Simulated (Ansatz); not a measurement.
Start of a relaxation of B2P3:

```
B P
1.0
     2.67111   -3.36802    0.00000
     2.67111    3.36802    0.00000
     0.00000    0.00000    4.87560
B P
2 3
Direct
  0.16713 0.83287 0.00000
  0.83287 0.16713 0.00000
  0.50000 0.50000 0.69918
  0.50000 0.50000 0.30082
  0.00000 0.00000 0.50000
```

The calculation used DFT PBE, scalar-relativistic, plane waves, PAW in Ansatz 0.2.0. Cutoff 420 eV, Gaussian smearing, Γ-centred meshes. Cell and atoms relax first on a coarse mesh and then on a finer one. In between, the cell is made exact in the group found at 0.06 Å. In metals the finer mesh still leaves noise of several meV/atom or more. The steps can't lower the symmetry of their start. No spin polarisation.

A guess keeps its type if space group and coordination stay and the shape of the cell changes little (axis ratios within about 15 %, angles within 6°); the volume may change.

**Question.** Does it keep its structure type, or change into something else?

**Answer.** It doesn't keep its type. The symmetry stays Cmmm (No. 65). The volume per atom shrinks by 35.7 %, from 17.5 to 11.3 Å³. The shortest distance goes from 1.94 Å (P–P) to 1.73 Å (B–B). Counting neighbours within 15 % of an atom's shortest distance, the start has B 1, P 1/8 and the end B 1, P 2/8. In detail, at the end around B lie 1 B at 1.73 Å, 2 P at 2.03 Å, 2 B at 2.15 Å, 4 P at 2.67 Å, 1 B at 2.83 Å, 4 B at 3.08 Å and 2 P at 3.11 Å; around P on a site of symmetry mm2 lie 2 B at 2.03 Å, 2 P at 2.58 Å, 4 B at 2.67 Å and 3 P at 2.75–2.90 Å; P on a site of symmetry mmm has 4 P at 2.58 Å, 4 P at 2.75 Å, 4 P at 3.08 Å and 4 B at 3.11 Å.

```
B P
1.0
     2.07414   -2.28032    0.00000
     2.07414    2.28032    0.00000
     0.00000    0.00000    5.96453
B P
2 3
Direct
  0.18974 0.81026 0.00000
  0.81026 0.18974 0.00000
  0.50000 0.50000 0.75692
  0.50000 0.50000 0.24308
  0.00000 0.00000 0.50000
```

The last run used a 12×12×6 mesh (in the run's order of axes) for its 5-atom cell and Gaussian smearing of 0.10 eV. An odd number of electrons in the primitive cell allows no gap without spin; a larger cell or a magnetic state could open one. The cell is a metal run without spin; a magnetic state may lie lower. Symmetry constrained the relaxation, so the result can be a saddle point. Another cell of B2P3 relaxed alike, in R32, lies 0.41 eV/atom lower, so this cell isn't the stable form at this level.

In counts of neighbours, a slash parts the counts of unlike sites.
